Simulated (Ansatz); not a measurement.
Relaxation of a relaxed TiC cell displaced along its unstable phonon at q = (0, ½, 0) of its primitive reciprocal cell (202i cm⁻¹), largest move 0.15 Å; 8 atoms in the cell, which starts as Pbcm (No. 57), oP8; a = 2.775 Å, b = 5.396 Å, c = 5.775 Å, α = β = γ = 90.00°. These are r2SCAN (plane waves to 500 eV, PAW, scalar-relativistic; Ansatz, a program for electronic structure) values and carry that method's errors. Γ-centred k-mesh 6×6×12 on the run's cell (coarser than for final values), Fermi–Dirac smearing 0.05 eV. This is the first round of the run. 

The optimiser's lines from the output (shortened; P is positive under compression):

```
relax step   1: F+E_penalty+E_count = -11025.23324010 eV  Δ(F+E_penalty+E_count) = +0.000e0 eV  max|allowed force component| = 1.996e-1 eV/Å  Δτ_max = 0.0000 Å  P = -0.235 GPa  Ω = 86.485 Å³  (9 SCF iters, dr2 threshold 1.00e-7 eV, accepted)
relax step   2: F+E_penalty+E_count = -11025.30780218 eV  Δ(F+E_penalty+E_count) = -7.456e-2 eV  max|allowed force component| = 3.573e-1 eV/Å  Δτ_max = 0.0407 Å  P = -0.335 GPa  Ω = 87.353 Å³  (6 SCF iters, dr2 threshold 8.00e-7 eV, accepted)
relax step   3: F+E_penalty+E_count = -11025.52184857 eV  Δ(F+E_penalty+E_count) = -2.140e-1 eV  max|allowed force component| = 5.955e-1 eV/Å  Δτ_max = 0.0769 Å  P = -0.333 GPa  Ω = 87.959 Å³  (7 SCF iters, dr2 threshold 8.00e-7 eV, accepted)
relax step   4: F+E_penalty+E_count = -11026.29098363 eV  Δ(F+E_penalty+E_count) = -7.691e-1 eV  max|allowed force component| = 1.326e0 eV/Å  Δτ_max = 0.1187 Å  P = -1.783 GPa  Ω = 89.874 Å³  (7 SCF iters, dr2 threshold 8.00e-7 eV, accepted)
relax step   5: F+E_penalty+E_count = -11027.65350343 eV  Δ(F+E_penalty+E_count) = -1.363e0 eV  max|allowed force component| = 1.084e0 eV/Å  Δτ_max = 0.1950 Å  P = -1.549 GPa  Ω = 88.542 Å³  (7 SCF iters, dr2 threshold 8.00e-7 eV, accepted)
relax step   6: F+E_penalty+E_count = -11028.40964952 eV  Δ(F+E_penalty+E_count) = -7.561e-1 eV  max|allowed force component| = 2.878e-1 eV/Å  Δτ_max = 0.1916 Å  P = -0.617 GPa  Ω = 86.207 Å³  (8 SCF iters, dr2 threshold 8.00e-7 eV, accepted)
relax step   7: F+E_penalty+E_count = -11028.45393610 eV  Δ(F+E_penalty+E_count) = -4.429e-2 eV  max|allowed force component| = 4.647e-2 eV/Å  Δτ_max = 0.0579 Å  P = +1.484 GPa  Ω = 85.291 Å³  (7 SCF iters, dr2 threshold 8.00e-7 eV, accepted)
relax step   8: F+E_penalty+E_count = -11028.45749804 eV  Δ(F+E_penalty+E_count) = -3.562e-3 eV  max|allowed force component| = 4.476e-3 eV/Å  Δτ_max = 0.0058 Å  P = -0.358 GPa  Ω = 85.979 Å³  (6 SCF iters, dr2 threshold 8.00e-7 eV, accepted)
relax step   9: F+E_penalty+E_count = -11028.45779219 eV  Δ(F+E_penalty+E_count) = -2.942e-4 eV  max|allowed force component| = 2.091e-4 eV/Å  Δτ_max = 0.0007 Å  P = -0.004 GPa  Ω = 85.843 Å³  (4 SCF iters, dr2 threshold 5.78e-7 eV, accepted)
relax step  10: F+E_penalty+E_count = -11028.45887058 eV  Δ(F+E_penalty+E_count) = -1.078e-3 eV  max|allowed force component| = 1.293e-4 eV/Å  Δτ_max = 0.0000 Å  P = +0.008 GPa  Ω = 85.843 Å³  stress off target by 5.54e-2 GPa  SCF on the basis re-selected at this cell (its energy is not comparable with the rows above)  (8 SCF iters)
relax step  11: F+E_penalty+E_count = -11028.45887073 eV  Δ(F+E_penalty+E_count) = -1.477e-7 eV  max|allowed force component| = 2.603e-5 eV/Å  Δτ_max = 0.0000 Å  P = -0.000 GPa  Ω = 85.847 Å³  (4 SCF iters, dr2 threshold 7.67e-9 eV, accepted)
relax step  12: F+E_penalty+E_count = -11028.45887610 eV  Δ(F+E_penalty+E_count) = -5.370e-6 eV  max|allowed force component| = 2.619e-5 eV/Å  Δτ_max = 0.0000 Å  P = -0.000 GPa  Ω = 85.847 Å³  stress off target by 1.03e-3 GPa  SCF on the basis re-selected at this cell (its energy is not comparable with the rows above)  (5 SCF iters)
```

From the first to the last row the energy changes by -0.40 eV/atom and the volume by -0.7 %. The last row is marked as not comparable with the walk above it, whose basis was carried along; it does compare with step 1, since both stand on a basis selected at the nominal cutoff for their own cell.

Later rounds, restarted from the end of this one on a renewed k-mesh, logged 5 more steps and released under 0.01 eV/atom more. The final structure after all rounds: P6₃/mmc (No. 194), hP4, NiAs type; a = 3.041 Å, b = 3.041 Å, c = 5.359 Å, α = 90.00°, β = 90.00°, γ = 120.00°. Between re-selections the logged energies stand on a plane-wave basis carried along with the cell. No spin polarisation in the result.

The run could not lose the symmetry of its start, so the end can be a saddle point.

The relaxed structure here is a generated cell of TiC: the first start was made by placing the elements on the sites of a structure type, and the end was not matched to a known phase here, so it may be hypothetical. Known forms of TiC include space group No. 225.
